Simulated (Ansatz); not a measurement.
**W (hcp): energy against volume**

Computed with DFT, r2SCAN, plane waves (500 eV) with PAW, scalar-relativistic (Ansatz). (PAW data from PBE, frozen cores regenerated.)

The cell is scaled uniformly from the relaxed one, with fractional coordinates and shape fixed. Energies are extrapolated to zero smearing, pressures are those at the given smearing. Magnetic state: spin not included.

A Birch-Murnaghan fit gives V₀ = 16.31 Å³/atom, B₀ = 294 GPa, B₀′ = 3.9.

(1) What are the energy above the minimum and the pressure at 14.349 Å³/atom?

(2) What are the energy above the minimum and the pressure at 15.653 Å³/atom?

(3) What are the energy above the minimum and the pressure at 18.262 Å³/atom?

Results:

(1) 265.9 meV/atom and 48.42 GPa as computed.

(2) 25.8 meV/atom and 13.13 GPa as computed.

(3) 178.3 meV/atom and -26.53 GPa as computed.
